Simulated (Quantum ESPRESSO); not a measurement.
Inputs of pw.x and gipaw.x (a modified build of Quantum ESPRESSO, PBE) for ZrO2; the starting potential comes from an earlier run on another mesh:

```
&CONTROL
  calculation = 'scf'
  prefix = 'x'
  pseudo_dir = './pseudo'
  outdir = './out'
  tprnfor = .true.
/
&SYSTEM
  ibrav = 0
  nat = 3
  ntyp = 2
  ecutwfc = 45
  ecutrho = 180
  occupations = 'fixed'
  nbnd = 12
/
&ELECTRONS
  conv_thr = 1e-11
  startingpot = 'file'
/
ATOMIC_SPECIES
Zr 91.224 Zr.GGA_PBE-JTH.UPF
O 15.999 O.GGA_PBE-JTH.UPF
CELL_PARAMETERS angstrom
   -0.000000000000     2.532349625000     2.570525750000
    2.532349625000    -0.000000000000     2.570525750000
    2.532349625000     2.532349625000     0.000000000000
ATOMIC_POSITIONS crystal
Zr     0.000000000000     0.000000000000     0.000000000000
O      0.250000000000     0.250000000000     0.250000000000
O      0.750000000000     0.750000000000     0.750000000000
K_POINTS automatic
6 6 6 1 1 1
```

```
&INPUTGIPAW
  job = 'nmr'
  prefix = 'x'
  tmp_dir = './out/'
  restart_mode = 'from_scratch'
  pawproj(1) = .true.
  pawproj(2) = .true.
  use_nmr_macroscopic_shape = .false.
/
```

The cell was made here from a computed Materials Project entry: strained by +1 % along the cube axis and by -0.5 % across it, atoms relaxed (PBE without dispersion, pw.x of Quantum ESPRESSO, symmetry kept). The parent is ZrO2 in Fm-3m. Stability against distortions was not tested. The run has no spin polarisation.

Task: Predict the shielding tensors that the run ends with.

Result: 
```
     f-sum rule (should be   -22.5342):
           -22.5338          0.0000         -0.0000
             0.0000        -22.5338         -0.0000
            -0.0000         -0.0000        -22.5338

     Total NMR chemical shifts in ppm: ---------------------------------------
     (adopting the Simpson convention for anisotropy and asymmetry)-----------

     Atom  1  Zr  pos: (  0.000000  0.000000  0.000000)  Total sigma:        1818.98
          1817.5674         -0.0000          0.0000
            -0.0000       1817.5674         -0.0000
             0.0000          0.0000       1821.8009

     Zr      1    anisotropy:      4.23    eta:    0.0000
     Zr      1    sigma_11=   1817.57
     Zr      1    sigma_22=   1817.57
     Zr      1    sigma_33=   1821.80

     Atom  2  O   pos: (  0.350899  0.350899  0.356188)  Total sigma:        -204.86
          -201.9328         -0.0000          0.0000
            -0.0000       -201.9328          0.0000
             0.0000          0.0000       -210.7158

     O       2    anisotropy:     -8.78    eta:    0.0000
     O       2    sigma_11=   -201.93
     O       2    sigma_22=   -201.93
     O       2    sigma_33=   -210.72

     Atom  3  O   pos: (  1.052696  1.052696  1.068565)  Total sigma:        -204.86
          -201.9328          0.0000          0.0000
            -0.0000       -201.9328          0.0000
             0.0000          0.0000       -210.7158

     O       3    anisotropy:     -8.78    eta:    0.0000
     O       3    sigma_11=   -201.93
     O       3    sigma_22=   -201.93
     O       3    sigma_33=   -210.72
```
The printed anisotropy is 3/2 (σ_33 − σ_iso) in the program's own order; the axes are left out here. Anisotropies that symmetry doesn't fix are less certain than the isotropic values. Shieldings are absolute and leave out the bulk-susceptibility term; a larger σ means a smaller chemical shift. By our sweeps, such settings leave a few ppm in absolute σ on light atoms and up to some 20 ppm from Zn on. Spin–orbit coupling is left out; its weight grows with the heaviest atom, Zr here. Static lattice: thermal averaging is not included.
